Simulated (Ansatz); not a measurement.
Space group Pnma (No. 62). a = 5.690 Å, b = 3.226 Å, c = 6.223 Å, α = 90.00°, β = 90.00°, γ = 90.00°
| atom | site | symmetry | x | y | z |
| --- | --- | --- | --- | --- | --- |
| P | 4c | .m. | 0.8179 | 0.7500 | 0.5650 |
| W | 4c | .m. | 0.9867 | 0.7500 | 0.1881 |

Equation of state of this PW structure (not necessarily the ground state), with shape and atoms relaxed at each volume where symmetry leaves them free. It has no gap at any of these volumes. Theory: DFT PBEsol, scalar-relativistic, plane waves, PAW (Ansatz 0.2.0).

Plane waves to 420 eV, a k mesh through Γ of 6×12×6 on the computed 8-atom cell and Gaussian smearing (0.10 eV); no spin polarisation.

| V (Å³/atom) | E − E(largest V) (meV/atom) | P (GPa) |
| --- | --- | --- |
| 13.421 | 8.12 | 16.67 |
| 13.850 | -24.04 | 7.64 |
| 14.278 | -33.94 | -0.04 |
| 14.707 | -24.94 | -6.52 |
| 15.135 | 0.00 | -12.00 |

Task: Fit a third-order Birch–Murnaghan equation to E(V).

Result: V0 = 14.28 Å³/atom, B0 = 235 GPa, B0' = 4.5.

Spin-orbit coupling is left out, which matters for the bands of heavy elements.

Cost: 5 runs of about 9.4 core-minutes in all, on Intel Xeon 6975P-C (Granite Rapids) (shared hosts).